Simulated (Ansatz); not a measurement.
NaF:
```
NaF
1.0
    0.00000     2.29726     2.29726
    2.29726     0.00000     2.29726
    2.29726     2.29726     0.00000
Na F
1 1
Direct
  0.00000   0.00000   0.00000
  0.50000   0.50000   0.50000
```

Relaxed with r²SCAN.

Give the Bader charges and basin volumes of the independent atoms, r²SCAN in the plane-wave PAW code Ansatz.



```tsv
atom	Bader charge (e)	Bader volume (Å³)
Na1	+0.89	7.8
F2	-0.89	16.5
```

Space group Fm-3m (rock salt). Symmetry was held in the r²SCAN relaxation.

Potentials: the later of the program's two PAW sets.
